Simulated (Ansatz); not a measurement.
The start is a generated trial cell of KF in the rocksalt structure type. A full variable-cell relaxation at zero pressure is run with PBE (plane waves to 420 eV, PAW, scalar-relativistic; Ansatz, a program for electronic structure). First-step values are on the input's coarse k-mesh.

Ansatz input (later rounds restart from its end on a renewed k-mesh):
Ansatz 0.2 input:
```yaml
crystal:
  lattice:
    - [0, 2.643109, 2.643109]
    - [2.643109, 0, 2.643109]
    - [2.643109, 2.643109, 0]
  atoms:
    - { symbol: F, position: [0, 0, 0] }
    - { symbol: K, position: [0.5, 0.5, 0.5] }
basis: { ecutwfc: 420, ecutrho_ratio: 4, xc_grid: 2, fft_grid_basis: typed }
kpoints: { mp_grid: { grid: [8, 8, 8] } }
hamiltonian:
  xc: pbe
  dispersion: none
  pseudopotentials: { kind: paw }
scf: { occupations: { method: fermi_dirac, width: 0.05 } }
relax: { f_tol: 0.01, max_steps: 100, cell: { stress_tol: 0.02 } }
output: { forces: true, stress: true }
```

### Question
How large is the pressure on the unrelaxed cell, and of which sign?

### Answer
+2.6 GPa (positive: the cell is compressed).

### Question
How much energy is released per atom?

### Answer
11 meV/atom.

### Question
How do the shortest distances between atoms change?

### Answer
The closest pairs of elements (up to four, under 3.6 Å), start → end: F–K 2.64 → 2.71 Å.

### Question
What band gap does the relaxed structure have at this level?

### Answer
5.96 eV, direct at Γ (no spin-orbit coupling).

### Question
What does it relax into? Give the structure.

### Answer

```cif
data_F4K4
_chemical_formula_sum 'F4 K4'
_space_group_name_H-M_alt 'Fm-3m'
_space_group_IT_number 225
_space_group_name_Hall '-F 4 2 3'
_cell_length_a 5.41971
_cell_length_b 5.41971
_cell_length_c 5.41971
_cell_angle_alpha 90.000
_cell_angle_beta 90.000
_cell_angle_gamma 90.000
loop_
_atom_site_label
_atom_site_type_symbol
_atom_site_symmetry_multiplicity
_atom_site_Wyckoff_symbol
_atom_site_fract_x
_atom_site_fract_y
_atom_site_fract_z
_atom_site_occupancy
F1 F 4 a 0.00000 0.00000 0.00000 1
K1 K 4 b 0.50000 0.50000 0.50000 1
```
(The calculation used a cell of 2 atoms; values per cell refer to that cell.)

The space group stays Fm-3m (No. 225) (the run could not lower it); the end is rock salt type, with 2 atoms in the primitive cell. Final values are on a 11×11×11 k-mesh of the relaxed cell. No spin polarisation in the result.

The run could not lose the symmetry of its start; a randomly shaken copy of 2 atoms returns to this structure.

All atoms sit on sites fixed by symmetry, so only the cell could relax.
